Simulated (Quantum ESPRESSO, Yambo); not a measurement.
# AgI under isotropic strain

```
AgI
1.0
    4.55663     0.00000     0.00000
   -2.27832     3.94616     0.00000
    0.00000     0.00000     7.44435
Ag I
2 2
Direct
  0.33333   0.66667   0.00245
  0.66667   0.33333   0.50245
  0.33333   0.66667   0.37745
  0.66667   0.33333   0.87745
```

AgI (wurtzite, space group P6_3mc, No. 186) under isotropic strain (on all lattice vectors), counted from the cell relaxed with PBEsol, atoms relaxed at each step. PBEsol (Quantum ESPRESSO, PseudoDojo norm-conserving, 82 Ry, no spin-orbit coupling); G0W0 and BSE in Yambo (3×3×2 Γ-centred k mesh, bands 9 to 204 and a 7 Ry block in the screening, 204 bands in G with the Bruneval-Gonze terminator, plasmon pole fitted at 27.2 eV; BSE 6×6×2 mesh, 16 valence and 5 conduction bands, static screening with 78 bands and a 4 Ry block, scissor from each state's G0W0).

| strain (%) | pressure (GPa) | PBEsol gap (eV) | kind | G0W0 direct gap (eV) | lowest vertical BSE state (eV) | RPA ε∞ along x |
|---|---|---|---|---|---|---|
| -3 | 4.0 | 1.23 | direct | 2.31 at Γ | not resolved | – |
| -1.5 | 1.7 | 1.23 | direct | 2.34 at Γ | not resolved | – |
| -0.7 | 0.7 | 1.23 | direct | 2.36 at Γ | not resolved | – |
| 0 | 0.0 | 1.23 | direct | 2.37 at Γ | not resolved | – |
| +1 | -1.0 | 1.23 | direct | 2.39 at Γ | not resolved | – |
| +2 | -1.8 | 1.23 | direct | 2.41 at Γ | not resolved | – |

Between -0.7 % and +1 % the direct gap at Γ has a volume deformation potential dE/dlnV of 0.0 eV in PBEsol; the block changes size in that range, so no G0W0 slope is given.

GW, BSE and RPA settings are held fixed; their convergence isn't established. Strains are linear. The screening block changes size along the series (263 vectors at -3 %, 299 vectors at -1.5 %, 299 vectors at -0.7 %, 299 vectors at +0 %, 301 vectors at +1 %, 325 vectors at +2 %), which puts steps into the G0W0 values. Without spin-orbit coupling, band edges of such heavy elements can be off by tenths of an eV. Axes are Cartesian, with cell vectors (Å) (4.56, 0.00, 0.00), (-2.28, 3.95, 0.00), (0.00, 0.00, 7.44).
